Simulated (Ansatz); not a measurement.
AlPt (CsCl type, space group No. 221) at seven volumes, plane-wave PAW LDA (Ansatz code), scaled uniformly. One row is withheld.

```tsv
V (Å³/atom)	P (GPa)
12.765	24.99
13.186	15.24
13.607	6.99
14.027	0.01
14.448	-5.87
14.869	?
15.290	-15.01
```

Q: Fit the shown pressures and predict the withheld one.

A: P = (3/2)B₀(x^(7/2) − x^(5/2))[1 + (3/4)(B′ − 4)(x − 1)] with x = (V₀/V)^(2/3). Least squares on the six rows gives V₀ = 14.029 Å³/atom, B₀ = 213 GPa, B′ = 4.62. At V = 14.869, x = 0.9620 and P = -10.83 GPa. The run itself gave -10.83 GPa.

Space group Pm-3m (CsCl type). The first step of the workflow began from a Materials Project structure, measured or hypothetical; the Crystallography Open Database copy checked does not list it. With Al and Pt taken as one species the cell has the higher symmetry Im-3m, so it may be an ordered model of a mixed-site phase. Whether it is the stable phase at ambient conditions was not checked. Symmetry was held in the LDA relaxation; of distortions, only those at the zone centre were tested. No spin polarisation was allowed. Spin–orbit coupling is left out wherever it is not named.

Potentials: the later of the program's two PAW sets.
